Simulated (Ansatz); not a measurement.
Input and output of a single-point calculation on a 14-atom cell of Si₂GeN₄ built on β-Si3N4 (relaxed group Pm) (the plane-wave code Ansatz, HSE06). The geometry is the r2SCAN minimum.

```yaml
crystal:
  lattice:
    - [7.7512065623, 0.0, -0.0279376728]
    - [0.0, 2.9618578603, 0.0]
    - [-3.8997904807, 0.0, 6.7261356854]
  atoms:
    - { symbol: Si, position: [0.5917752804, 0.5, 0.8291933394] }
    - { symbol: Si, position: [0.8269360675, 0.0, 0.2290767153] }
    - { symbol: Ge, position: [0.7716603958, 0.0, 0.5984482724] }
    - { symbol: Si, position: [0.2299673716, 0.5, 0.4095671679] }
    - { symbol: Si, position: [0.1770293986, 0.5, 0.7624892086] }
    - { symbol: Ge, position: [0.4007881431, 0.0, 0.1712974256] }
    - { symbol: "N", position: [0.3352811155, 0.5, 0.667005124] }
    - { symbol: "N", position: [0.6722401499, 0.0, 0.3297383124] }
    - { symbol: "N", position: [0.7018089345, 0.5, 0.6834771857] }
    - { symbol: "N", position: [0.6659683128, 0.0, 0.9704566779] }
    - { symbol: "N", position: [0.0417564261, 0.0, 0.6953395188] }
    - { symbol: "N", position: [0.9690001884, 0.5, 0.2959275193] }
    - { symbol: "N", position: [0.2982128484, 0.0, 0.3401274657] }
    - { symbol: "N", position: [0.3175753677, 0.5, 0.0178560667] }
kpoints:
  mp_grid: { grid: [2, 6, 2] }
  band_path:
    path:
      - [0.0, 0.0, 0.0]
      - [0.0, 0.5, 0.0]
      - [0.5, 0.5, -0.5]
      - [0.5, 0.0, -0.5]
      - [0.5, 0.0, 0.0]
      - [0.5, 0.5, 0.0]
      - [0.0, 0.5, 0.5]
      - [0.0, 0.0, 0.5]
      - [0.0, 0.161458, 0.0]
    npoints: 1
hamiltonian:
  xc: hse06
scf:
  occupations: { method: fixed }
  n_extra_bands: 7
output:
  forces: true
  stress: true
  eigenvalues: true
```

The output follows, shortened, with numbered blanks.
```
scf.n_extra_bands = 7 over 42 filled bands (N_el = 84.0): the run solves 49 bands
Pseudopotential: Si, paw, valence charge 4, recommended cutoff 420 eV (normal)
Pseudopotential: Ge, paw, valence charge 14, recommended cutoff 420 eV (normal)
Pseudopotential: N, paw, valence charge 5, recommended cutoff 420 eV (normal)
Functional definition: HSE06
  parameter a = 0.25
  parameter omega = 0.11/bohr
  exchange = pbe_x - a*pbe_x_sr(omega) + a*exact_x_sr(omega)
  correlation = pbe_c
Crystal: 14 atoms, lattice volume = 154.096 Å³
[1]
Symmetry: 2 space group operations
Space group: Pm (ITA 6)
k-points: 16 of 24
Exchange kernel: α = 0.2500, screened, ω = 0.2079 Å⁻¹, Wigner–Seitz truncation, v(0) = 1031.4682 eV·Å³, q-mesh 2×6×2
hybrid outer 1: dexx = +3.636e-2 eV, tail = 9.99e-5 eV
hybrid outer 2: dexx = +7.744e-7 eV, tail = 3.80e-8 eV, Δε = 1.82e-3 eV, ΔF = 4.47e-3 eV/Å
NSCF: frozen V_eff on 9 k-points
hybrid SCF converged: 2 outer / 13 inner (+3 warm-up)
Free energy (F): -14218.924158 eV
[2]
--- Per-component energies (eV) ---
  E_band       = -390.374857
  E_kinetic    = 1480.351911
  E_local      = -7889.709295
  E_nonlocal   = 1301.411226
  E_hartree    = 3320.017112
  E_xc         = -696.437571
  E_vxc        = -754.736227
  E_exx        = -246.336910
  E_paw        = -7047.056992
  E_vpaw       = -675.054750
  E_ewald      = -4440.020686
  E_core_change = -1.144386
--- Forces (eV/Å), atoms counted from 1 ---
[3]
--- Stress (GPa, compression-positive) ---
       -0.662934       0.000000       0.046334
        0.000000      -0.617698       0.000000
        0.046336       0.000000      -0.664142
  P = ⅓ Tr σ = -0.6483 GPa (-6.483 kbar)
--- Band table (eV; the first three rows and the last of 16) ---
[4]
```

The rows of the band table are 0: (0, 0, 0) = Γ, 1: (0, 0, -1/2) = Y₂, 2: (0, 1/6, 0), 15: (-1/2, -1/2, -1/2) = D.

Task: What stood in the gaps? They hold the Fermi energy and the band table, the forces, cutoff and plane waves at Γ.

Result:
```
[1]
Basis set: ecut = 420 eV, 2995 PW (Γ)
[2]
Fermi energy:    7.631876 eV
[3]
  atom   1  Si    -0.02037      0.00000      0.00020
  atom   2  Si    -0.01429      0.00000      0.02129
  atom   3  Ge    -0.01411      0.00000      0.00450
  atom   4  Si    -0.01748      0.00000      0.04326
  atom   5  Si      0.03637      0.00000    -0.01080
  atom   6  Ge      0.02903      0.00000    -0.04505
  atom   7  N       0.00699      0.00000    -0.00384
  atom   8  N     -0.03830      0.00000      0.01371
  atom   9  N       0.05249      0.00000    -0.04065
  atom  10  N       0.01247      0.00000    -0.00995
  atom  11  N     -0.03404      0.00000      0.00906
  atom  12  N     -0.00573      0.00000    -0.01495
  atom  13  N       0.00796      0.00000    -0.02969
  atom  14  N     -0.00097      0.00000      0.06293
[4]
  k-point 0: bands = […, 6.2432, 6.4056, 6.6802, 7.1774, 7.1849, 7.5460, 12.8967, 13.3105, 13.5330, 13.8315, …]
  k-point 1: bands = […, 5.6978, 6.0387, 6.2380, 6.9703, 7.2666, 7.5367, 13.4152, 13.6700, 13.7862, 14.0827, …]
  k-point 2: bands = […, 6.1341, 6.2043, 6.3898, 6.5817, 6.6521, 7.6319, 13.9646, 14.3396, 14.9541, 15.0944, …]
  k-point 15: bands = […, 5.7887, 5.8135, 6.1412, 6.2191, 6.4691, 6.6047, 13.5980, 13.9289, 14.4151, 14.8527, …]
```
The trailing digits, and the zero of the energies, depend on the potentials and thresholds.

With HSE06 the valence top lies at Γ–Z (0.32 of the way from Γ) and the conduction bottom at Γ, 5.26 eV higher; the smallest vertical gap, at Γ, is 5.35 eV. The mean pressure at these positions is -0.6 GPa, compression counted positive. (The program warns that its thresholds are loose for a hybrid's stress.) The largest force is 0.07 eV/Å.

Wall time 60 s on 1 × NVIDIA H100 80GB HBM3 with 2 threads of AMD EPYC 7R13 Processor (Zen 3) (shared host), load about 0.8 per core; peak host memory 2.4 GiB.

(Calculated; spin-unpolarised; the phase may be known or hypothetical.)

Spin-orbit coupling is left out.

The meshes of the hybrids are coarse, so their gaps aren't converged to the digits shown.
